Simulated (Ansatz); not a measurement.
TaTe (CsCl type, Pm-3m), r²SCAN (plane waves, PAW; program Ansatz), all energies at zero smearing, with the estimated change up to a 700 eV cutoff added, with one set of potentials and settings (totals compare only within such a set). Cell of 2 atoms (1 Ta, 1 Te): -16939.639 eV.

```
element              reference phase  E (eV/atom)
-------  ---------------------------  -----------
Ta        Im-3m, 1 atoms in the cell   -9945.1755
Te       P3_121, 3 atoms in the cell   -6994.9041
```

Formation energy per atom, worked out: (-16939.639 − 1×(-9945.1755) − 1×(-6994.9041))/2 = 0.220 eV/atom (21 kJ per mol of atoms), at 0 K, without zero-point energy or fitted corrections.

The start of the workflow was typed in or built on a structure type; neither database checked (COD, Materials Project) lists it. Its standing as an ambient phase is unchecked. The r²SCAN relaxation kept the symmetry of its start; whether a distortion lowers the energy is not shown. The run is not spin-polarised. Its formation energy is positive at this level, so the cell may be metastable or incomplete. The references are the lowest solids computed at this level, not always the standard phases. Scalar-relativistic: spin–orbit coupling is off unless named, which matters more the heavier the elements.

Potentials: the earlier of the program's two PAW sets.
